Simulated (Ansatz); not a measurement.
## Property card for YSe

Method: DFT r2SCAN, scalar-relativistic, plane waves, PAW in Ansatz.

Plane waves to 500 eV, a k mesh through Γ of 12×12×12 on the computed 2-atom cell and Gaussian smearing (0.10 eV); no spin polarisation.

The structure is relaxed at this level of theory with its symmetry kept. Whether it is the stable form of this composition wasn't checked.

```cif
data_structure
_symmetry_space_group_name_H-M 'Fm-3m'
_symmetry_Int_Tables_number 225
_cell_length_a 5.7591
_cell_length_b 5.7591
_cell_length_c 5.7591
_cell_angle_alpha 90.000
_cell_angle_beta 90.000
_cell_angle_gamma 90.000
_cell_volume 191.02
loop_
_atom_site_label
_atom_site_type_symbol
_atom_site_symmetry_multiplicity
_atom_site_Wyckoff_symbol
_atom_site_fract_x
_atom_site_fract_y
_atom_site_fract_z
_atom_site_occupancy
Y1 Y 4 b 0.50000 0.00000 0.00000 1
Se1 Se 4 a 0.00000 0.00000 0.00000 1
```

```
Space group                                       : Fm-3m (No. 225)
Volume per atom                                   : 23.88 Å³
Generalised Kohn–Sham band gap                    : none (metal)
Density of states at the Fermi level              : 1.01 states/eV per cell
Löwdin character within 0.5 eV of the Fermi level : Y 4d 83 %, Se 4p 8 %, unprojected 5 %
Bulk modulus                                      : 84 GPa
Its pressure derivative                           : 4.4
Bader charges (e)                                 : Y (1 in the cell) 1.68, Se (1 in the cell) -1.68
```

Spin polarisation was left out, and a magnetic state may lie lower.

Cost: 6 runs of about 1.6 core-minutes in all, on Arm Neoverse V2 (shared hosts).